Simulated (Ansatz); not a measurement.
Computed with Ansatz 0.2.0, DFT PBE, scalar-relativistic, plane waves, PAW. All cells share a 420 eV cutoff and Γ-centred k meshes spaced at most about 0.3 Å⁻¹ (about 0.25 or finer for metals, 2π included). No spin polarisation in the final relaxations.

All energies are static (0 K, no zero-point motion). All come from trial cells, and lower structures may exist.

Task: Which of these relaxed structures of ZnCd3SO is the lowest in energy?
A.

```cif
data_structure
_symmetry_space_group_name_H-M 'P6mm'
_symmetry_Int_Tables_number 183
_cell_length_a 5.0993
_cell_length_b 5.0993
_cell_length_c 8.9336
_cell_angle_alpha 90.000
_cell_angle_beta 90.000
_cell_angle_gamma 120.000
_cell_volume 201.18
loop_
_atom_site_label
_atom_site_type_symbol
_atom_site_symmetry_multiplicity
_atom_site_Wyckoff_symbol
_atom_site_fract_x
_atom_site_fract_y
_atom_site_fract_z
_atom_site_occupancy
Zn1 Zn 1 a 0.00000 0.00000 0.85529 1
Cd1 Cd 1 a 0.00000 0.00000 0.15079 1
Cd2 Cd 2 b 0.33333 0.66667 0.19466 1
S1 S 1 a 0.00000 0.00000 0.59628 1
O1 O 1 a 0.00000 0.00000 0.41776 1
```

B.

```cif
data_structure
_symmetry_space_group_name_H-M 'P4/mmm'
_symmetry_Int_Tables_number 123
_cell_length_a 5.3669
_cell_length_b 5.3669
_cell_length_c 4.7995
_cell_angle_alpha 90.000
_cell_angle_beta 90.000
_cell_angle_gamma 90.000
_cell_volume 138.25
loop_
_atom_site_label
_atom_site_type_symbol
_atom_site_symmetry_multiplicity
_atom_site_Wyckoff_symbol
_atom_site_fract_x
_atom_site_fract_y
_atom_site_fract_z
_atom_site_occupancy
Zn1 Zn 1 b 0.00000 0.00000 0.50000 1
Cd1 Cd 2 e 0.00000 0.50000 0.50000 1
Cd2 Cd 1 a 0.00000 0.00000 0.00000 1
S1 S 1 d 0.50000 0.50000 0.50000 1
O1 O 1 c 0.50000 0.50000 0.00000 1
```

C.

```cif
data_structure
_symmetry_space_group_name_H-M 'P4/mmm'
_symmetry_Int_Tables_number 123
_cell_length_a 6.0845
_cell_length_b 6.0845
_cell_length_c 4.2188
_cell_angle_alpha 90.000
_cell_angle_beta 90.000
_cell_angle_gamma 90.000
_cell_volume 156.19
loop_
_atom_site_label
_atom_site_type_symbol
_atom_site_symmetry_multiplicity
_atom_site_Wyckoff_symbol
_atom_site_fract_x
_atom_site_fract_y
_atom_site_fract_z
_atom_site_occupancy
Zn1 Zn 1 c 0.50000 0.50000 0.00000 1
Cd1 Cd 2 f 0.50000 0.00000 0.00000 1
Cd2 Cd 1 a 0.00000 0.00000 0.00000 1
S1 S 1 d 0.50000 0.50000 0.50000 1
O1 O 1 b 0.00000 0.00000 0.50000 1
```

D.

```cif
data_structure
_symmetry_space_group_name_H-M 'P4/mmm'
_symmetry_Int_Tables_number 123
_cell_length_a 3.5998
_cell_length_b 3.5998
_cell_length_c 10.2824
_cell_angle_alpha 90.000
_cell_angle_beta 90.000
_cell_angle_gamma 90.000
_cell_volume 133.24
loop_
_atom_site_label
_atom_site_type_symbol
_atom_site_symmetry_multiplicity
_atom_site_Wyckoff_symbol
_atom_site_fract_x
_atom_site_fract_y
_atom_site_fract_z
_atom_site_occupancy
Zn1 Zn 1 c 0.50000 0.50000 0.00000 1
Cd1 Cd 2 h 0.50000 0.50000 0.25946 1
Cd2 Cd 1 a 0.00000 0.00000 0.00000 1
S1 S 1 d 0.50000 0.50000 0.50000 1
O1 O 1 b 0.00000 0.00000 0.50000 1
```

Result: C. It has space group P4/mmm (No. 123); the next, A, with space group P6mm (No. 183), lies 183 meV/atom higher. Counting O or S atoms around Cd and Zn (for each partner element, those within 1.25 times its shortest distance or 1.15 times the sum of covalent radii, where it is the nearest in units of that sum or under 1.3; the shortest distance is added where it exceeds 1.18 times the sum of covalent radii; a slash parts the counts of unlike sites), the lowest has Zn 2, Cd 2/4 from 3.7 Å and the next has Zn 1, Cd 1/3 from 3.6 Å. Even the lowest lies +0.05 eV/atom against the elements.

A magnetic state wasn't ruled out in cells without spin, among them P4/mmm at 26.0 Å³/atom, P4/mmm at 22.2 Å³/atom. Cells relaxed within their symmetry can be saddle points. Some candidate types were left out of the draw beforehand, so a known form may be missing.
